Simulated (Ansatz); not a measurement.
**NiF2, a known structure type with other elements, at an estimated volume**

```
CELL_PARAMETERS angstrom
1.40604 2.43532 0.00000
-1.40604 2.43532 0.00000
-1.40604 0.81177 4.61009
ATOMIC_POSITIONS crystal
Ni 0.00000 0.00000 0.00000
F 0.25000 0.50000 0.75000
F 0.75000 0.50000 0.25000
```

Single point in Ansatz 0.2.0 with LDA, spin-orbit coupling. Cutoff 420 eV, PAW datasets, 8×8×8 Γ-centred k mesh, fermi-dirac filling (width 0.1 eV).

Magnetic state (reached from a saved solution, and it need not be the lowest): Ni1 along (0.50, 0.87, 0.00).

Band edges: Within 0.7 eV of the edges, the states project mainly on Ni d (84 %) and F p (16 %) below the gap and on Ni d (78 %) and F p (21 %) above it.
Moments: Ni1 1.61 μB of spin moment in Bader basins; net size 1.99 μB a cell.
Forces: The largest is on F2 (and as large on other atoms): 0.89 eV/Å, components (0.00, 0.00, 0.89). It makes 55° with the line to a nearest neighbour, Ni1 at 1.99 Å.
Electronic structure: The gap is 0.85 eV, indirect (the least direct gap found is 1.04 eV). A semilocal functional usually gives too small a gap.
Stress: The pressure is -0.3 GPa (compression positive), so with the atoms held at these fractions the cell is close to zero pressure; the forces are large, so a full relaxation may end otherwise. The principal stresses -10.1, 4.5, 4.5 GPa differ, so its shape would change too.

Origin: a known structure type with other elements, at an estimated volume, so it need not be a known compound. Caveats: gaps of Fe, Co and Ni magnets come out low on these datasets; the SCF threshold is loose for a stress.
